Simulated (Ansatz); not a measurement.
## Stiffness of ZrHg3 from strained cells

```xyz
4
Lattice="4.3652 0.0000 0.0000 0.0000 4.3652 0.0000 0.0000 0.0000 4.3652" Properties=species:S:1:pos:R:3 pbc="T T T"
Zr    0.0000    0.0000    0.0000
Hg    0.0000    2.1826    2.1826
Hg    2.1826    0.0000    2.1826
Hg    2.1826    2.1826    0.0000
```

Atom numbers follow the list: Zr1, Hg2, Hg3, Hg4.

Conventional cell: a = 4.365 Å, b = 4.365 Å, c = 4.365 Å, α = 90.00°, β = 90.00°, γ = 90.00°. Zr (atom 1) has 12 Hg at 3.09 Å as nearest neighbours. Hg (atom 2) is surrounded by 4 Zr at 3.09 Å and 8 Hg at 3.09 Å.

The cell is COD entry 1522700, as deposited and not checked against the literature; nothing was relaxed.

Spin–orbit coupling is left out, though it moves levels of the heavy atoms by tenths of an eV or more.

Theory: DFT, PBEsol, all-electron LAPW, scalar-relativistic in Ansatz 0.2.0.

Numerical set-up: a Γ-centred 8×8×8 k mesh, Fermi–Dirac smearing of 0.05 eV, basis error target 0.5 meV/atom, no spin polarisation.

The unstrained cell is at -0.24 GPa. Large strains and very small stresses are left out. Each strain is applied once, with fractional coordinates held (clamped ions), and σ below is the change of stress, positive in tension. One finite strain gives stress–strain coefficients at this pressure with an error of the order of the strain times third-order constants, a few per cent for each per cent of strain. In a metal the k mesh adds noise of tens of per cent to soft shears.

Problem. Estimate the stiffness probed by this change, and the stress that it gives: equal xy, yz and zx engineering shear strains of -1 %.

Solution. σxy = -0.45 GPa and γxy = 2εxy = -0.0100, so C44 (clamped ions) = σxy/γxy = 45 GPa.

Problem. Estimate the stiffness probed by this change, and the stress that it gives: equal xy, yz and zx engineering shear strains of +1 %.

Solution. σxy = 0.47 GPa and γxy = 2εxy = 0.0100, so C44 (clamped ions) = σxy/γxy = 47 GPa.
